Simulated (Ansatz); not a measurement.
## SiO2: what each run costs

Cell: 12 atoms, space group P4_12_12, a = 4.903 Å, b = 4.903 Å, c = 6.778 Å, α = 90.00°, β = 90.00°, γ = 90.00°.

All runs are DFT with Ansatz 0.2.0 on 1 thread of Intel Xeon Platinum 8488C (Sapphire Rapids) (x86_64; 16 cores open to the job, memory cap 3.0 GiB, no GPU), a shared host.

Question: Rank the runs by wall time, shortest first.
A. single point, PBE, gradients read without the response of the cores, 420 eV, 5×5×4 k-points, smearing 0.02 eV
B. relaxation of the ions, PBE, gradients read without the response of the cores, 420 eV, 5×5×4 k-points, smearing 0.02 eV
C. single point at relaxed positions, r2SCAN, gradients read without the response of the cores, 500 eV, 5×5×4 k-points, smearing 0.02 eV

Answer: A (9.2 s, 0.42 GiB), C (19 s, 0.65 GiB), B (32 s, 0.48 GiB).
